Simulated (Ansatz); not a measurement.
In AlRu (CsCl type) the Ru atom of the primitive cell, with all its periodic images, is moved by 0.02 Å along x.

```
Ru Al
1.0
     3.00000    0.00000    0.00000
     0.00000    3.00000    0.00000
     0.00000    0.00000    3.00000
Ru Al
1 1
Cartesian
  0.0200 0.0000 0.0000
  1.5000 1.5000 1.5000
```

Theory: Ansatz 0.2.0 development build, PBE, plane waves, all-electron PAW datasets generated for the crystal, point nucleus.

Cutoff 280 eV; k-mesh 8×8×8 Γ-centred; Fermi–Dirac smearing of 0.1 eV; no spin polarisation.

Task: What force results, and what does it mean for the zone-centre vibration?

Result: The force on it along the displacement is -0.1496 eV/Å, a force constant of 7.48 eV/Å². With the reduced mass of 21.30 u the zone-centre optical mode lies at 309 cm⁻¹ (9.27 THz) in this finite-step estimate.

| atom | Fx (eV/Å) | Fy (eV/Å) | Fz (eV/Å) |
| --- | --- | --- | --- |
| Ru1 | -0.1496 | 0.0000 | 0.0000 |
| Al2 | 0.1496 | 0.0000 | 0.0000 |

The k-mesh is modest, so these values aren't fully converged in k.
